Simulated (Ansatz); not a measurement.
## Sr3CoN3: gradients before and after relaxing the atoms

Start: a Materials Project structure (computed, not necessarily an observed phase), atoms as given.

```cif
data_Sr3CoN3
_symmetry_space_group_name_H-M 'P6_3/m'
_symmetry_Int_Tables_number 176
_cell_length_a 7.5925
_cell_length_b 7.5925
_cell_length_c 5.2777
_cell_angle_alpha 90.000
_cell_angle_beta 90.000
_cell_angle_gamma 120.000
loop_
_atom_site_label
_atom_site_type_symbol
_atom_site_symmetry_multiplicity
_atom_site_Wyckoff_symbol
_atom_site_fract_x
_atom_site_fract_y
_atom_site_fract_z
Sr Sr 6 h 0.9163 0.6380 0.2500
Co Co 2 c 0.6667 0.3333 0.7500
N N 6 h 0.8857 0.5768 0.7500
```

One atom of each set is listed.

All values are calculated (Ansatz; DFT, PBE, plane waves and PAW, scalar-relativistic, collinear spin, 420 eV cutoff, Γ-centred 5×5×6 k-points, Fermi–Dirac smearing 0.05 eV), not measured. Start moments as typed (μB): 4 on each Co, none on the rest. The program fits them to the shells of the files, so those used differ somewhat.

The largest force at the start is 0.17 eV/Å. Relaxing the ions at fixed cell moves them by 0.011 Å at most (atom 13, N) and 0.008 Å rms.

```tsv
site	moved (Å)	first shell before	first shell after	V_zz before (10²¹ V/m²)	η before
Sr	0.005	5 N at 2.61–2.80 Å	5 N at 2.62–2.80 Å	8.29	0.11
Co	0.000	3 N at 1.76 Å	3 N at 1.75 Å	-9.74	0.00
N	0.011	1 Co at 1.76 Å	1 Co at 1.75 Å	-1.47	0.84
```

Task: What are V_zz and η after the relaxation?

Result: 

```csv
site,V_zz after,η after,change of V_zz
Sr,8.12,0.10,-0.17
Co,-9.98,0.00,-0.24
N,-1.48,0.80,-0.01
```

The largest change of V_zz is on Co, from -9.74 to -9.98. In per cent, |V_zz| changes by -2 on Sr, +2 on Co (all sites that start above 2).

With no gap above 0.1 eV, as in a metal, the gradients converge slowly in k; expect changes of a tenth or more on a denser mesh. Without spin–orbit coupling (the program notes it for Sr) the gradients can shift somewhat, as the gap is small. Semilocal functionals can leave a metal where correlation in the d or f shell opens a gap in the real compound, and that would change the values at and beside Co. With these PAW files V_zz is typically within 2 to 3 % of all-electron values, but misses above 10 % occur on Co. The run lost most of its start moments on Co; a state with other moments may lie lower. All moments are parallel here, as the start or the cell imposes; many such compounds order antiparallel, where fields and spin densities carried over to other atoms largely cancel. The magnetic order is the one that the run reached from its start moments, not necessarily the measured one (the real compound may not order at all).
